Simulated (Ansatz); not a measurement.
Li2ZrO3 in space group C2/c (No. 15; Pearson symbol mS24), r²SCAN (plane waves, PAW; program Ansatz), all energies at zero smearing, with the estimated change up to a 700 eV cutoff added, with one set of potentials and settings (totals compare only within such a set). Cell of 12 atoms (4 Li, 2 Zr, 6 O): -12642.030 eV.

```json
[
 {"element": "Li", "reference phase": "Fm-3m, 1 atoms in the cell", "E (eV/atom)": "-205.1371"},
 {"element": "Zr", "reference phase": "P6_3/mmc, 2 atoms in the cell", "E (eV/atom)": "-4195.0260"},
 {"element": "O", "reference phase": "C2/m, 4 atoms in the cell, spin-polarised", "E (eV/atom)": "-566.0281"}
]
```

Formation energy per atom, worked out: (-12642.030 − 4×(-205.1371) − 2×(-4195.0260) − 6×(-566.0281))/12 = -2.938 eV/atom (-284 kJ per mol of atoms), at 0 K, without zero-point energy or fitted corrections.

The first step of the workflow began from a Materials Project structure, measured or hypothetical; the Crystallography Open Database files this formula in space group No. 15, but the cells were not matched. Whether it is the stable phase at ambient conditions was not checked. The r²SCAN relaxation kept the symmetry of its start; its stability against distortions is not shown here. The run is not spin-polarised. The references are the lowest solids computed at this level, not always the standard phases (solids in place of the gases).

Potentials: the later of the program's two PAW sets.
